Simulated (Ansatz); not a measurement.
LiF (rock salt, space group No. 225), a = 4.068 Å, b = 4.068 Å, c = 4.068 Å, α = 90.00°, β = 90.00°, γ = 90.00°; the cell used has 2 atoms.

Relaxed with PBE.

### Question
Give the optical modes at the zone centre with their infrared and Raman activity from DFPT, PBE in the plane-wave PAW code Ansatz.

### Answer
Transverse frequencies, without the LO–TO term; a row sums one degenerate level.

```
ω (cm⁻¹)  degeneracy  IR ((D/Å)²/amu)  Raman (Å⁴/amu)  activity  symmetry
--------  ----------  ---------------  --------------  --------  --------
266                3            15.13               0        IR       T1u
```

### Question
How high does the top mode go among those that the LO–TO term moves?

### Answer
619 cm⁻¹ for q along x.

Space group Fm-3m (rock salt). The PBE relaxation kept the symmetry of its start; phonons on a q-mesh show no instability.

Potentials: the later of the program's two PAW sets.
